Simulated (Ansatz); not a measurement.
Ga:
```
Ga
1.0
    0.00000     2.87918     2.87918
    2.87918     0.00000     2.87918
    2.87918     2.87918     0.00000
Ga
2
Cartesian
  0.00000   0.00000   0.00000
  1.43959   1.43959   1.43959
```

Relaxed with PBEsol. Special points in fractions of this cell's reciprocal vectors: Γ (0.000, 0.000, 0.000); X (0.500, 0.000, 0.500); U (0.625, 0.250, 0.625); K (0.375, 0.375, 0.750); L (0.500, 0.500, 0.500); W (0.500, 0.250, 0.750).

**Question.** List the band energies nearest the Fermi level at these points for DFT-PBEsol with spin–orbit coupling in the program Ansatz with PAW potentials.

**Answer.** In eV from the Fermi level; about four levels below and three above (degenerate sets whole), none deeper than 8.9 eV; points with the same levels are listed once.

```tsv
k	below	above
Γ	–	2.73 2.73 2.98 2.98 2.98 2.98
X	-0.55 -0.55 -0.55 -0.55	2.80 2.80 2.80 2.80
U	-2.07 -2.07 -0.06 -0.06	3.26 3.26 6.31 6.31
L	-7.34 -7.34 -4.80 -4.80	1.26 1.26 1.41 1.41
W	-1.62 -1.62 -1.56 -1.56	6.63 6.63 6.65 6.65
```

Space group Fd-3m (diamond). The start of the workflow was typed in or built on a structure type; neither database checked (COD, Materials Project) lists it. It is not the phase usual at ambient conditions (space group No. 64). Symmetry was held in the PBEsol relaxation. At this level the phase is mechanically unstable. The volume moved by -22 % from the start of the relaxation.

Potentials: the later of the program's two PAW sets.
